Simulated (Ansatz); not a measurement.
Cr₂GeC:
```
Cr2GeC
1.0
    2.89927     0.00000     0.00000
   -1.44963     2.51084     0.00000
    0.00000     0.00000    11.88531
Cr Ge C
4 2 2
Direct
  0.66667   0.33333   0.58558
  0.33333   0.66667   0.41442
  0.33333   0.66667   0.08558
  0.66667   0.33333   0.91442
  0.66667   0.33333   0.25000
  0.33333   0.66667   0.75000
  0.00000   0.00000   0.50000
  0.00000   0.00000   0.00000
```

This is the PBEsol-relaxed structure. x, y and z are the axes in which the lattice vectors are written.

Question: All from PBEsol (plane waves, PAW; program Ansatz), unless another level is named. Estimate the bulk modulus (Birch–Murnaghan fit).

Answer: 218 GPa.

Question: Next, the highest zone-centre frequency?

Answer: 695 cm^-1.

Question: Give the elastic constants (relaxed ions, GPa).

Answer: C11 = 332, C12 = 159, C13 = 155, C33 = 370, C44 = 91.9.

Space group P6_3/mmc. The workflow started from a Materials Project entry (that database holds measured and hypothetical structures alike); the Crystallography Open Database copy checked does not list it. Its standing as an ambient phase is unchecked. The cell was relaxed with PBEsol under the symmetry of its start; its stability against distortions is not shown here. The workflow began spin-polarised and lost its moments. As this level gives no gap, shear constants depend on the k-mesh and smearing (Fermi–Dirac, 0.1 eV here). As this level gives no gap, phonon frequencies hold no LO–TO term and depend on the k-mesh and smearing (Fermi–Dirac, 0.1 eV here).

Potentials: the later of the program's two PAW sets.
